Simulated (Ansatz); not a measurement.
Consider the following.

YCo$_{3}$B$_{2}$:
```
YCo3B2
1.0
    4.95429     0.00000     0.00000
   -2.47715     4.29054     0.00000
    0.00000     0.00000     2.97047
Y Co B
1 3 2
Direct
  0.00000   0.00000   0.00000
  0.50000   0.00000   0.50000
  0.50000   0.50000   0.50000
  0.00000   0.50000   0.50000
  0.33333   0.66667   0.00000
  0.66667   0.33333   0.00000
```

This is the PBEsol-relaxed structure. Cartesian axes are those of the cell as given.

### Question
All from the program Ansatz at the PBEsol level (PAW), unless another level is named. Give the Poisson's ratio.

### Answer
0.25.

### Question
Next, the elastic constants (relaxed ions, GPa)?

### Answer
C11 = 413, C12 = 104, C13 = 167, C33 = 328, C44 = 144.

### Question
Next, the highest zone-centre frequency?

### Answer
622 cm⁻¹.

Space group P6/mmm. The workflow started from a Materials Project entry (that database holds measured and hypothetical structures alike); the Crystallography Open Database files this formula in space group No. 191, but the cells were not matched. Whether it is the stable phase at ambient conditions was not checked. The PBEsol relaxation kept the symmetry of its start; of distortions, only those at the zone centre were tested. The workflow began spin-polarised and lost its moments. As this level gives no gap, shear constants depend on the k-mesh and smearing (Fermi–Dirac, 0.1 eV here). As this level gives no gap, phonon frequencies hold no LO–TO term and depend on the k-mesh and smearing (Fermi–Dirac, 0.1 eV here). On the denser mesh and wider smearing of the elastic run this cell carries a stress of 0.9 GPa.

Potentials: the later of the program's two PAW sets.
